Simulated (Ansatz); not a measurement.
AlN at -3 GPa: from Born charge to LO–TO splitting and polaron coupling

Level of theory: DFT LDA, scalar-relativistic, plane waves, PAW in Ansatz 0.2.0. Cutoff 420 eV, 10×10×10 k-points (Γ-centred), fixed occupations. No spin polarisation. Phonons by linear response, acoustic sum rule imposed.

The cell, relaxed at -3 GPa:
Space group F-43m (No. 216). a = 4.364 Å, b = 4.364 Å, c = 4.364 Å, α = 90.00°, β = 90.00°, γ = 90.00°
```tsv
atom	site	symmetry	x	y	z
Al	4a	-43m	0.0000	0.0000	0.0000
N	4c	-43m	0.2500	0.2500	0.2500
```

Linear response gives ν_TO = 650.2 cm⁻¹, Born charges ±2.547 e (positive on Al) and ε∞ = 4.563. The primitive cell holds 20.772 Å³, and the masses are 26.982 and 14.007 amu.

Problem. Find ν_LO and the static dielectric constant.

Solution. The long-wave field adds a restoring force: ω_LO² − ω_TO² = Z*²e²/(ε_vac ε∞ μV). In these units ν_LO² − ν_TO² = 4.92064×10⁷ Z*²/(μ V ε∞) cm⁻², with μ = m₁m₂/(m₁ + m₂) = 9.220 amu: 365243 cm⁻². So ν_LO = √(650.2² + 365243) = 887.7 cm⁻¹, and the run gives 887.7. Lyddane–Sachs–Teller then gives ε0 = ε∞ (ν_LO/ν_TO)² = 8.51, against 8.51 in the run (it forms both from the same three quantities, so the match checks the arithmetic only). Between ν_TO and ν_LO the dielectric function is negative and an undamped crystal reflects fully: a reststrahlen band from 11.3 to 15.4 μm.

Problem. What do the Clausius–Mossotti polarisability and the Szigeti charge come to?

Solution. With the Lorentz local field, α = (3V/4π)(ε∞ − 1)/(ε∞ + 2) = 2.69 Å³ for the pair, and e_S = 3Z*/(ε∞ + 2) = 1.16 e. The Born charge includes the electrons' response to the dipole's own local field, and e_S takes that enhancement out. The Lorentz field assumes point-like polarisable ions, a poor picture once ε∞ is this large, since the electron clouds then overlap or are shared, so both numbers are formal here.

Problem. How strongly does a slow electron couple to the LO mode?

Solution. For one isotropic parabolic band, Fröhlich's constant is α_F = (1/ε∞ − 1/ε0) √(m* Ry/ħω_LO), with Ry = 13.606 eV, ħω_LO = 110.1 meV and m* in free-electron masses: α_F = 0.1016 × 11.12 × √m* = 1.13 √m*. The band mass isn't part of this run; for m* = 0.1, 0.3 and 1 it gives 0.36, 0.62, 1.13. In weak coupling the polaron lies α_F ħω_LO below the band edge (68 meV at m* = 0.3) with a mass m*(1 + α_F/6); past α_F of about 5 or 6 that expansion fails. A semilocal functional's ε∞ tends to be too large, which taken alone lowers α_F.

This zinc-blende form isn't the usual stable structure of the compound at low pressure.

Cost: 1 run of about 0.42 core-minutes, on Intel Xeon Platinum 8259CL (Skylake/Cascade Lake) (shared hosts).